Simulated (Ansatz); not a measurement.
Here is the system:

Si$_{2}$W:
Space group I4/mmm (No. 139); a = 3.1858 Å, b = 3.1858 Å, c = 7.7725 Å, α = 90.00°, β = 90.00°, γ = 90.00°

| atom | site | symmetry | x | y | z |
|---|---|---|---|---|---|
| Si | 4e | 4mm | 0.0000 | 0.0000 | 0.3347 |
| W | 2a | 4/mmm | 0.0000 | 0.0000 | 0.0000 |
(The calculation used a cell of 3 atoms; values per cell refer to that cell.)

This is the LDA-relaxed structure.

All from LDA (plane waves, PAW; program Ansatz), unless another level is named. Estimate the bulk modulus (Birch–Murnaghan fit).

238 GPa.

Give the highest zone-centre frequency.

451 cm⁻¹.

Symmetry was held in the LDA relaxation. The run is not spin-polarised. As this level gives no gap, phonon frequencies hold no LO–TO term and depend on the k-mesh and smearing (Fermi–Dirac, 0.1 eV here). Scalar-relativistic: spin–orbit coupling is off unless named, which matters more the heavier the elements.

Potentials: the earlier of the program's two PAW sets. The files were generated under PBE; for other functionals the program regenerates the frozen cores, and for LDA and PBEsol the local potential too.
